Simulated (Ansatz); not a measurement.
WS2:
```yaml
crystal:
  lattice:
    - [1.58681, 0.91614, 6.27242]
    - [-1.58681, 0.91614, 6.27242]
    - [0.00000, -1.83228, 6.27242]
  atoms:
    - { symbol: W, position: [0.99933, 0.99933, 0.99933] }
    - { symbol: S, position: [0.58309, 0.58309, 0.58309] }
    - { symbol: S, position: [0.74888, 0.74888, 0.74888] }
```

Relaxed with r²SCAN+D4. Independent-particle spectrum: no excitons, no local fields, no scissors shift; 0.1 eV broadening; ε₁ of the summed bands alone.

### Question
Tabulate the dielectric function from r²SCAN+D4 (plane waves, PAW; program Ansatz).

### Answer


```tsv
E (eV)	ε₁ xx	ε₂ xx	ε₁ zz	ε₂ zz
0.0	13.23	0.00	8.09	0.00
0.4	13.37	0.00	8.12	0.00
0.8	13.85	0.00	8.23	0.00
1.2	14.82	0.00	8.41	0.00
1.6	16.83	0.00	8.70	0.00
2.0	21.91	5.44	9.16	0.00
2.4	20.14	5.98	9.99	0.02
2.8	25.96	19.05	11.90	2.04
3.2	9.14	19.71	11.10	2.86
3.6	4.48	16.84	10.40	3.50
4.0	1.02	10.68	10.66	3.44
4.4	8.20	10.11	12.11	3.95
4.8	5.08	14.03	11.70	6.17
5.2	0.72	13.35	13.23	8.49
5.6	0.42	10.54	11.81	10.62
6.0	-1.56	11.27	7.80	14.88
6.4	-0.95	7.81	7.09	16.45
6.8	-0.55	7.62	-3.41	15.19
7.2	-1.35	7.99	-2.67	8.44
7.6	-1.98	6.62	-1.21	5.56
8.0	-3.26	6.27	2.33	5.24
8.4	-1.62	3.25	2.63	5.33
8.8	-0.68	3.38	3.91	6.93
9.2	-0.56	4.30	4.03	9.68
9.6	-0.26	3.50	0.39	12.68
10.0	0.41	3.72	-4.19	9.81
10.4	-0.08	4.94	-3.25	8.03
10.8	-0.99	4.43	-4.05	6.09
11.2	-1.23	3.44	-3.62	5.23
11.6	-0.16	3.83	-3.66	4.32
12.0	-0.63	4.36	-3.00	3.33
```

### Question
From ε at 3.4 eV (xx: 6.97 + 18.26i), find n, k, the normal reflectivity and the absorption coefficient.

### Answer
n = 3.64, k = 2.507, R = 48 %, α = 2kE/ħc = 860000 cm⁻¹.

With all bands, ε∞ without local fields is 13.3 (xx = yy), 8.14 (zz).

Space group R3m. The workflow started from a Materials Project entry (that database holds measured and hypothetical structures alike); the Crystallography Open Database files this formula in space group No. 160, but the cells were not matched. It is not the phase usual at ambient conditions (space group No. 194). The cell was relaxed with r²SCAN+D4 under the symmetry of its start; whether a distortion lowers the energy is not shown. The run is not spin-polarised. Spin–orbit coupling is left out wherever it is not named.

Potentials: the earlier of the program's two PAW sets. The files were generated under PBE; for other functionals the program regenerates the frozen cores, and for LDA and PBEsol the local potential too.
